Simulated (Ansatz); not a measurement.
Input:

BN (NiAs type, P6_3/mmc), a = b = 2.4832 Å, c = 4.0041 Å, α = β = 90.00°, γ = 120.00°.

This is the PBEsol-relaxed structure.

Q: All from the program Ansatz at the PBEsol level (PAW), unless another level is named. Give the highest zone-centre frequency (without LO–TO term).

A: 33.47 THz.

Q: Next, the bulk modulus (Birch–Murnaghan fit)?

A: 388 GPa.

A made-up cell: these elements were put on the sites of a structure type. Its sites differ from those of the usual phase in this space group: another stacking or structure type. Symmetry was held in the PBEsol relaxation. At this level the phase is dynamically unstable (imaginary phonons). Its formation energy is positive at this level, so the cell may be metastable or incomplete.

Potentials: the later of the program's two PAW sets.
